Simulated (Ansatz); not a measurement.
## Ba3PbO (anti-perovskite), scan of one atom of the cell

Starting cell, Ba3PbO (anti-perovskite):

```
Ba3PbO
1.0
    5.41311     0.00000     0.00000
    0.00000     5.41311     0.00000
    0.00000     0.00000     5.41311
Ba Pb O
3 1 1
Direct
  0.50000   0.00000   0.50000
  0.00000   0.50000   0.50000
  0.50000   0.50000   0.00000
  0.00000   0.00000   0.00000
  0.50000   0.50000   0.50000
```

In each cell atom 1 (Ba, nearest neighbour O at 2.707 Å; its periodic images, 5.4 Å or more away, move with it) moves by s·(0.577, 0.577, 0.577) (along Cartesian [111]), the rest being held.

Method: PBEsol (plane waves to 420 eV, PAW, scalar-relativistic; Ansatz, a first-principles code). k mesh 7×7×7 (Γ-centred), Fermi-Dirac smearing 0.05 eV. The energy includes the smearing's −TS. Compression counts positive. Left out: 2 of 11 points, with atoms too close for the PAW data. With partly filled bands, energies and forces of such displacements shift with the k mesh and the smearing. F∥ is the force on the atom along that direction. F⊥ is the part of the force across the line. At this level the bands of Ba3PbO touch or barely overlap. Ba3PbO was relaxed with its symmetry unable to fall. Spin-orbit coupling is left out, though Pb is heavy. ΔE is measured from the undisplaced structure.

```csv
s (Å),ΔE (eV/cell),|F⊥| (eV/Å),P (GPa),F∥ (eV/Å)
-0.648,0.616,0.659,1.1,2.111
-0.486,0.329,0.489,0.6,1.455
-0.324,0.139,0.325,0.3,0.898
-0.162,0.034,0.165,0.1,0.421
0.000,0.000,0.000,0.0,0.000
0.162,0.034,0.165,0.1,-0.421
0.324,0.139,0.325,0.3,-0.898
0.486,0.329,0.489,0.6,-1.455
0.648,0.616,0.659,1.1,-2.111
```

Derived quantities:

* **Energy at s = 0.648 Å**: 616 meV/cell
* **Force along the line at s = -0.648 Å**: 2.11 eV/Å
* **Symmetry of the curve**: even: the same for both signs
* **Shape of the curve**: a single well with its minimum at or next to zero displacement
* **Force constant k = d²E/ds² at s = 0 (finite differences)**: 2.54 eV/Å²
* **Harmonic estimate at the end of the scan**: ½ks² = 533 meV/cell against the computed 616 meV/cell, so the well is stiffer than harmonic there

(For displaced atoms, the force is minus the slope of the energy, and its curvature is a force constant, which sets phonon frequencies.)
